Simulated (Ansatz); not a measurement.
## ZnAg₂SnSe₄: pressure against volume

ZnAg₂SnSe₄, I-42m, a = 5.772 Å, c = 12.310 Å. The structure is a Materials Project entry; whether it is the stable form wasn't checked. Ansatz: PBEsol, PAW, 420 eV, Γ-centred 8×8×8 mesh on 8 atoms, Gaussian smearing 0.10 eV; no spin polarisation. Shape and atoms are relaxed at each volume; pressure is positive in compression.

| V (Å³/atom) | P (GPa) |
| --- | --- |
| 24.095 | 4.02 |
| 24.864 | ? |
| 25.633 | -0.01 |
| 26.402 | -1.55 |
| 27.171 | -2.84 |

Task: Take V0 = 25.633 Å³/atom, count pressures from its P0 = -0.01 GPa, fit the third-order Birch–Murnaghan form to the other rows, and predict the missing pressure.

Result: With the Eulerian strain f = ½[(V0/V)^(2/3) − 1] and y = (P − P0)/[3f(1 + 2f)^(5/2)], the form is the line y = B0 + 1.5 B0 (B0′ − 4) f. Rows (f, y): 0.02106, 57.5; -0.00976, 55.3; -0.01905, 54.6. Means f = -0.002583, y = 55.800; Σ(Δf)² = 0.0008817, ΣΔfΔy = 0.06354; the slope is their ratio. y = 55.99 + 72.07 f GPa, so B0 = 56.0 GPa and B0′ = 4 + 2 × (72.07)/(3 × 55.99) = 4.86. At V = 24.864, f = 0.01026, y = 56.73 and P = 1.83 GPa. The run gave 1.83 GPa, the same to the digits shown.